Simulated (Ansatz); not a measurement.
Values for one crystal, relaxed and computed with the program Ansatz at the r²SCAN level (PAW); other levels are named.

Volume per atom: 16.47 Å³
Electronic character: metallic (no gap)
Bulk modulus (Birch–Murnaghan fit): 131 GPa
Mechanical stability: unstable (C has a negative eigenvalue)
Gap with spin–orbit coupling: none (metallic)
Pressure derivative B′: 3.9
Formation energy from the elements (no fitted shifts): -0.29 eV/atom

**Question.** Which of these materials gives this?
(A) ZrC, CsCl type
(B) Zr3HRh, Pm-3m (Rh on 1a, Zr on 3c, H on 1b)
(C) TaN, Pm-3m (Ta on 3c, N on 3d)
(D) BaTiHO2, P4/mmm (Ba on 1d, Ti on 1a, O on 2f, H on 1b)

**Answer.** B, Zr3HRh, Pm-3m (Rh on 1a, Zr on 3c, H on 1b)

The start of the workflow was typed in or built on a structure type; neither database checked (COD, Materials Project) lists it. Its standing as an ambient phase is unchecked. The cell was relaxed with r²SCAN under the symmetry of its start. No spin polarisation was allowed. On the denser mesh and wider smearing of the elastic run this cell carries a stress of 0.3 GPa. The references are the lowest solids computed at this level, not always the standard phases (solids in place of the gases). Scalar-relativistic: spin–orbit coupling is off unless named, which matters more the heavier the elements.

Potentials: the earlier of the program's two PAW sets.
